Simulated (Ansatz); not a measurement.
How long does this Ansatz run take?

```yaml
crystal:
  lattice:
    - [7.6018, 0.0, 0.0]
    - [-3.8009, 6.5833519145, 0.0]
    - [0.0, 0.0, 2.9066]
  atoms:
    - { symbol: Si, position: [0.1773, 0.7677, 0.25] }
    - { symbol: Si, position: [0.4096, 0.1773, 0.75] }
    - { symbol: Si, position: [0.2323, 0.4096, 0.25] }
    - { symbol: Si, position: [0.8227, 0.2323, 0.75] }
    - { symbol: Si, position: [0.5904, 0.8227, 0.25] }
    - { symbol: Si, position: [0.7677, 0.5904, 0.75] }
    - { symbol: "N", position: [0.3333333333, 0.6666666667, 0.25] }
    - { symbol: "N", position: [0.6666666667, 0.3333333333, 0.75] }
    - { symbol: "N", position: [0.3337, 0.0323, 0.25] }
    - { symbol: "N", position: [0.3014, 0.3337, 0.75] }
    - { symbol: "N", position: [0.9677, 0.3014, 0.25] }
    - { symbol: "N", position: [0.6663, 0.9677, 0.75] }
    - { symbol: "N", position: [0.6986, 0.6663, 0.25] }
    - { symbol: "N", position: [0.0323, 0.6986, 0.75] }
kpoints:
  mp_grid: { grid: [4, 4, 10] }
scf:
  occupations: { method: fermi_dirac, width: 0.02 }
hamiltonian:
  xc: pbe
  pseudopotentials: { kind: paw }
output:
  forces: true
  stress: true
  populations: true
  efg:
    quadrupole_moments_barn: { "N": 0.02044 }
    contact_densities: true
```

```sh
ansatz run input.yaml --threads 1 --pin off --max-ram 2560MiB --backend cpu --events-out ev --progress --plain --runs-dir out
```

It runs on 1 thread of Intel Xeon Platinum 8488C (Sapphire Rapids) (x86_64; 48 cores open to the job, memory cap 2.5 GiB, no GPU), a shared host with a load of 0.4 a core.

Question: Estimate the wall time and the peak memory.

Answer: About 11 s of wall time (11 s of CPU time) and 0.53 GiB. The run holds 64 valence electrons in 46 bands, about 2823 plane waves a k-point and 24 irreducible k-points, and took 7 SCF iterations. Times on a shared host vary by tens of per cent.
